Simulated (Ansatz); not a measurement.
ZnCu (CsCl type, Pm-3m) at seven volumes, PBE in the plane-wave PAW code Ansatz, scaled uniformly. One row is withheld.

| V (Å³/atom) | P (GPa) |
|---|---|
| 11.840 | 13.75 |
| 12.231 | 8.33 |
| 12.621 | 3.79 |
| 13.011 | 0.00 |
| 13.402 | -3.17 |
| 13.792 | ? |
| 14.182 | -7.99 |

Question: Fit the shown pressures and predict the withheld one.

Answer: P = (3/2)B₀(x^(7/2) − x^(5/2))[1 + (3/4)(B′ − 4)(x − 1)] with x = (V₀/V)^(2/3). Least squares on the six rows gives V₀ = 13.012 Å³/atom, B₀ = 115 GPa, B′ = 5.00. At V = 13.792, x = 0.9619 and P = -5.79 GPa. The run itself gave -5.80 GPa.

The PBE relaxation kept the symmetry of its start. The run is not spin-polarised.

Potentials: the later of the program's two PAW sets.
